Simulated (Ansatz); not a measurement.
Relaxed-ion elastic tensor of TaS2 in space group P6_3/mmc (No. 194; Ta on 2c, S on 4f) in GPa (Voigt order), LDA (plane waves, PAW; program Ansatz); density 7.34 g/cm³, 18.49 Å³ per atom.

```
 208  69.3   8.7   0.0   0.0   0.0
69.3   208   8.7   0.0   0.0   0.0
 8.7   8.7  52.3   0.0   0.0   0.0
 0.0   0.0   0.0   6.8   0.0   0.0
 0.0   0.0   0.0   0.0   6.8   0.0
 0.0   0.0   0.0   0.0   0.0  69.4
```

Question: Is the crystal mechanically stable?

Answer: Yes: the smallest eigenvalue of C is 6.8 GPa.

Question: Work out the Voigt and Reuss bounds. Is their mean of use?

Answer: K_V = 71.3, K_R = 41.4; G_V = 42.0, G_R = 14.1 GPa. The bounds lie so far apart that a Hill average or a Debye temperature from it would say little.

A made-up cell: these elements were put on the sites of a structure type; the Crystallography Open Database files this formula in space group No. 194, but the cells were not matched. It is not the phase usual at ambient conditions (space group No. 164). The cell was relaxed with LDA under the symmetry of its start; of distortions, only those at the zone centre were tested. The run is not spin-polarised. A crystal of weakly bound layers computed without a dispersion correction: the cell and the soft elastic constants depend strongly on that. As this level gives no gap, shear constants depend on the k-mesh and smearing (Fermi–Dirac, 0.1 eV here). Spin–orbit coupling is left out wherever it is not named.

Potentials: the later of the program's two PAW sets.
